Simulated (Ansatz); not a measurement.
**Two-dimensional strain map in Ir**

The calculation used Ansatz, DFT PBEsol, scalar-relativistic, plane waves, PAW. The runs took a 420 eV cutoff, a Γ-centred 18×18×12 mesh and Gaussian smearing (0.15 eV). Spin–orbit coupling is left out, which can shift energies with elements as heavy as these. No spin polarisation. Energies are free energies at this smearing, counted from the undisturbed cell; pressure is positive in compression.

Reference structure (as given, not relaxed at this level; it stands at -12.5 GPa; this form isn't the usual structure):

```
Ir
1.0
     2.75138    0.00000    0.00000
    -1.37569    2.38276    0.00000
     0.00000    0.00000    4.46229
Ir
2
Direct
  0.66667 0.33333 0.75000
  0.33333 0.66667 0.25000
```

The cell is strained by p along both x and y and by q along z, fractional coordinates fixed. Points are written (p, q). At -12 GPa the given cell is far from its own equilibrium, so these figures belong to a strongly strained crystal.

p was sampled at -0.080, -0.040, 0.000, 0.040, 0.080 and q at -0.080, -0.040, 0.000, 0.040, 0.080.

**Question.** Where on the computed points is the energy highest, and how high?

**Answer.** At (-0.080, -0.080): 939.7 meV/atom.

**Question.** Away from (0, 0), which computed point is lowest?

**Answer.** (0.000, -0.040): -0.1 meV/atom.

The map, in meV/atom:

```csv
p \ q,-0.080,-0.040,0.000,0.040,0.080
-0.080,939.7,602.2,427.1,372.0,400.6
-0.040,336.3,117.7,38.2,56.0,142.3
0.000,112.1,-0.1,0.0,81.7,216.8
0.040,131.1,114.5,184.4,318.3,495.1
0.080,308.1,370.0,501.3,679.7,889.7
```